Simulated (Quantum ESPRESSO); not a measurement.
Band energies of TlBr

```
CELL_PARAMETERS angstrom
      3.91368     0.00000     0.00000
      0.00000     3.91368     0.00000
      0.00000     0.00000     3.91368
ATOMIC_POSITIONS crystal
  Br 0.50000 0.50000 0.50000
  Tl 0.00000 0.00000 0.00000
```

norm-conserving PBE (stringent potentials; Quantum ESPRESSO, 90 Ry, scalar-relativistic); path ΓXMΓRX,MR; energies in eV from the valence-band maximum.

| k (1/Å) | point | band 15 | band 16 | band 17 | band 18 | band 19 | band 20 | band 21 | band 22 |
|---|---|---|---|---|---|---|---|---|---|
| 0.00 | Γ | -10.02 | -4.78 | -1.54 | -1.54 | -1.54 | 6.86 | 7.40 | 7.40 |
| 0.34 |  | -10.02 | -5.23 | -1.33 | -1.33 | -1.19 | 4.59 | 6.74 | 6.74 |
| 0.69 |  | -10.02 | -5.81 | -1.01 | -1.01 | -0.20 | 2.03 | 5.82 | 5.82 |
| 0.80 | X | -10.02 | -5.86 | -0.98 | -0.98 | 0.00 | 1.72 | 5.74 | 5.74 |
| 1.03 |  | -10.03 | -5.68 | -1.64 | -0.96 | -0.44 | 2.44 | 5.43 | 5.97 |
| 1.38 |  | -9.99 | -4.71 | -2.98 | -2.22 | -0.91 | 4.25 | 4.97 | 7.01 |
| 1.61 | M | -9.96 | -3.86 | -3.29 | -3.29 | -0.90 | 4.91 | 4.91 | 7.54 |
| 1.71 |  | -9.97 | -4.17 | -3.26 | -2.90 | -0.90 | 4.74 | 4.93 | 7.41 |
| 2.02 |  | -10.05 | -5.10 | -2.84 | -0.99 | -0.98 | 3.56 | 5.24 | 6.63 |
| 2.43 |  | -10.03 | -5.08 | -1.89 | -1.37 | -0.88 | 5.22 | 6.06 | 6.93 |
| 2.74 | Γ | -10.02 | -4.78 | -1.54 | -1.54 | -1.54 | 6.86 | 7.40 | 7.40 |
| 3.04 |  | -10.04 | -5.04 | -1.70 | -1.70 | -0.80 | 5.69 | 6.16 | 6.16 |
| 3.34 |  | -10.04 | -5.11 | -2.03 | -2.03 | -0.39 | 4.76 | 4.92 | 4.92 |
| 3.63 |  | -10.04 | -4.43 | -2.22 | -2.22 | -1.42 | 3.36 | 3.36 | 4.92 |
| 3.93 |  | -9.97 | -3.13 | -2.21 | -2.21 | -2.19 | 2.19 | 2.19 | 2.76 |
| 4.13 | R | -9.96 | -2.75 | -2.18 | -2.18 | -2.18 | 1.93 | 1.93 | 1.93 |
| 4.32 |  | -9.96 | -3.07 | -2.29 | -2.24 | -2.12 | 2.09 | 2.29 | 2.64 |
| 4.60 |  | -10.00 | -4.34 | -2.44 | -1.81 | -1.78 | 2.93 | 3.43 | 5.11 |
| 4.89 |  | -10.04 | -5.36 | -1.97 | -1.35 | -0.90 | 3.19 | 4.30 | 6.63 |
| 5.17 |  | -10.02 | -5.83 | -1.09 | -1.01 | -0.08 | 1.88 | 5.61 | 5.84 |
| 5.27 | X | -10.02 | -5.86 | -0.98 | -0.98 | 0.00 | 1.72 | 5.74 | 5.74 |
| 5.27 | M | -9.96 | -3.86 | -3.29 | -3.29 | -0.90 | 4.91 | 4.91 | 7.54 |
| 5.37 |  | -9.96 | -3.83 | -3.26 | -3.26 | -0.96 | 4.77 | 4.77 | 7.04 |
| 5.67 |  | -9.96 | -3.42 | -2.82 | -2.82 | -1.61 | 3.31 | 3.31 | 4.07 |
| 6.07 | R | -9.96 | -2.75 | -2.18 | -2.18 | -2.18 | 1.93 | 1.93 | 1.93 |

The PBE gap is direct, 1.72 eV at X.

Spin-orbit coupling is left out; with 6p states at a band edge it can lower the gap by many tenths of an eV, most of a small gap.

Geometry relaxed with PBEsol.
